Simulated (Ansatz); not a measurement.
ZrO2 (tetragonal-ZrO2 type, space group P4_2/nmc)

```
ZrO2
1.0
    3.62082     0.00000     0.00000
    0.00000     3.62082     0.00000
    0.00000     0.00000     5.28425
Zr O
2 4
Direct
  0.00000   0.00000   0.00000
  0.50000   0.50000   0.50000
  0.00000   0.50000   0.19251
  0.00000   0.50000   0.69251
  0.50000   0.00000   0.30749
  0.50000   0.00000   0.80749
```

The slice is a (001) plane (indices of the conventional cell) through the point (0.000, 0.500, 0.193) (fractional), spanned by u = [100] and v = [010] in vectors of this cell: u (3.62 Å) and v (3.62 Å, at 90° to u). It covers one period; positions are fractions (u, v).

Calculation: PBE (plane waves to 420 eV, PAW, scalar-relativistic; Ansatz, a first-principles code). k mesh 9×9×6. These are valence fields of a PAW run, semicore shells included where kept as valence: close to a nucleus they are smooth pseudo fields. The PAW data are Ansatz's earlier set. This is a high-temperature form of ZrO2. ZrO2 is run without spin polarisation. ZrO2 was relaxed with its symmetry unable to fall.

Three fields on this plane, each scaled to ten steps between its own extremes (0 low, 9 high; the total valence density on a logarithmic scale, the potential cut 8 eV below its top; x marks points blanked near nuclei; v = 0 in the bottom row):

Map A
```
|xxxxxx9631000001369xxxxx|
|xxxxxx8520000000258xxxxx|
|xxxxxx6310000000136xxxxx|
|xxxxx741000111000147xxxx|
|xxxx74200112321100247xxx|
|776531001245554210013567|
|332210012578887521001223|
|11100012579xxx9752100011|
|111000147xxxxxxx74100011|
|221101259xxxxxxx95210112|
|33210136xxxxxxxxx6310123|
|33211137xxxxxxxxx7311123|
|33210136xxxxxxxxx6310123|
|221101259xxxxxxx95210112|
|111000147xxxxxxx74100011|
|11100012579xxx9752100011|
|332210012578887521001223|
|776531001245554210013567|
|xxxx74200112321100247xxx|
|xxxxx741000111000147xxxx|
|xxxxxx6310000000136xxxxx|
|xxxxxx8520000000258xxxxx|
|xxxxxx9631000001369xxxxx|
|xxxxxx9731000001379xxxxx|
```

Map B
```
|xxxxxx8642100012468xxxxx|
|xxxxxx8642100012468xxxxx|
|xxxxxx7532111112357xxxxx|
|xxxxx864322222223468xxxx|
|xxxx86543334443334568xxx|
|999865444455555444456899|
|887655455677777655455678|
|77655555689xxx9865555567|
|776555568xxxxxxx86555567|
|777656679xxxxxxx97665677|
|88766678xxxxxxxxx8766678|
|88776678xxxxxxxxx8766778|
|88766678xxxxxxxxx8766678|
|777656679xxxxxxx97665677|
|776555568xxxxxxx86555567|
|77655555689xxx9865555567|
|887655455677777655455678|
|999865444455555444456899|
|xxxx86543334443334568xxx|
|xxxxx864322222223468xxxx|
|xxxxxx7532111112357xxxxx|
|xxxxxx8642100012468xxxxx|
|xxxxxx8642100012468xxxxx|
|xxxxxx9642100012469xxxxx|
```

Map C
```
|xxxxxx0000011100000xxxxx|
|xxxxxx0000001000000xxxxx|
|xxxxxx0000000000000xxxxx|
|xxxxx000000000000000xxxx|
|xxxx00000000000000000xxx|
|000000000000000000000000|
|111000000000000000000011|
|22110000000xxx0000000112|
|443210000xxxxxxx00001234|
|664310000xxxxxxx00001346|
|98642100xxxxxxxxx0012468|
|99642100xxxxxxxxx0012469|
|98642100xxxxxxxxx0012468|
|664310000xxxxxxx00001346|
|443210000xxxxxxx00001234|
|22110000000xxx0000000112|
|111000000000000000000011|
|000000000000000000000000|
|xxxx00000000000000000xxx|
|xxxxx000000000000000xxxx|
|xxxxxx0000000000000xxxxx|
|xxxxxx0000001000000xxxxx|
|xxxxxx0000011100000xxxxx|
|xxxxxx0000111110000xxxxx|
```

### Question
Assign the maps to these fields: density of the lowest conduction band (whole band as if filled, smooth part); electron localisation function (ELF); valence electron density.

### Answer
A is the electron localisation function (ELF); B is the valence electron density; C is the density of the lowest conduction band (whole band as if filled, smooth part).
